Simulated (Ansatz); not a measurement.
Recipe of this trial structure of Nb3C2: random cell by space group and Wyckoff sites (P6mm, No. 183). Lengths were set from tabulated atomic sizes, so they are only a guess.

```
Nb C
1.0
     4.17939    0.00000    0.00000
    -2.08969    3.61945    0.00000
     0.00000    0.00000    5.22685
Nb C
3 2
Direct
  0.50000 0.00000 0.94049
  0.00000 0.50000 0.94049
  0.50000 0.50000 0.94049
  0.00000 0.00000 0.84149
  0.00000 0.00000 0.40355
```

All numbers below come from DFT PBE, scalar-relativistic, plane waves, PAW (Ansatz 0.2.0). Cutoff 420 eV, Gaussian smearing, Γ-centred meshes. Cell and atoms relax first on a coarse mesh and then on a finer one. In between, the cell is made exact in the group found at 0.06 Å. In metals the finer mesh still leaves noise of several meV/atom or more. The steps can't lower the symmetry of their start. No spin polarisation in the relaxation; trial moments died out in a coarse test.

A guess keeps its type if space group and coordination stay and the shape of the cell changes little (axis ratios within about 15 %, angles within 6°); the volume may change.

Q: Will the relaxed cell still be of the starting type?

A: It doesn't keep its type. The symmetry goes from P6mm (No. 183) to P6/mmm (No. 191). The volume per atom grows by 13.0 %, from 15.8 to 17.9 Å³. The shortest distance goes from 2.09 Å (Nb–Nb) to 1.33 Å (C–C). Counting neighbours within 15 % of an atom's shortest distance, the start has C 1/7, Nb 6 and the end C 1, Nb 8. In detail, at the end Nb is surrounded by 4 Nb at 2.51 Å and 4 C at 2.60 Å; C has 1 C at 1.33 Å and 6 Nb at 2.60 Å.

```
Nb C
1.0
     5.01925    0.00000    0.00000
    -2.50963    4.34680    0.00000
     0.00000    0.00000    4.09637
Nb C
3 2
Direct
  0.50000 0.00000 0.00000
  0.00000 0.50000 0.00000
  0.50000 0.50000 0.00000
  0.00000 0.00000 0.83739
  0.00000 0.00000 0.16261
```

Energies over the elements count from the elements' standard structures at the same level, with no fitted energy shifts.

Q: At what energy does it end?

A: +1.57 eV/atom. A positive value: parting into the elements would lower its energy.

The last run used a 12×12×10 mesh (in the run's order of axes) for its 5-atom cell and Gaussian smearing of 0.10 eV. The reference form of C is held partly by dispersion forces, which this level lacks. Symmetry constrained the relaxation, so the result can be a saddle point. Another cell of Nb3C2 relaxed alike, in Cmmm, lies 2.00 eV/atom lower, so this cell isn't the stable form at this level.

In counts of neighbours, a slash parts the counts of unlike sites.
